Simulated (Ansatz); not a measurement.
IrO2 (rutile, P4_2/mnm) at seven volumes, plane-wave PAW PBE (Ansatz code), shape and atoms relaxed at each. One row is withheld.

| V (Å³/atom) | P (GPa) |
|---|---|
| 9.892 | ? |
| 10.218 | 18.76 |
| 10.545 | 8.59 |
| 10.871 | 0.00 |
| 11.197 | -7.22 |
| 11.523 | -13.27 |
| 11.849 | -18.33 |

Question: Fit the shown pressures and predict the withheld one.

Answer: Third-order Birch–Murnaghan: P = (3/2)B₀(x^(7/2) − x^(5/2))[1 + (3/4)(B′ − 4)(x − 1)] with x = (V₀/V)^(2/3). Least squares on the six rows gives V₀ = 10.871 Å³/atom, B₀ = 261.4 GPa, B′ = 4.77. At V = 9.892, x = 1.0649 and P = 30.92 GPa. The run itself gave 30.81 GPa.

The cell was relaxed with PBE under the symmetry of its start. No spin polarisation was allowed. Spin–orbit coupling is left out wherever it is not named.

Potentials: the earlier of the program's two PAW sets.
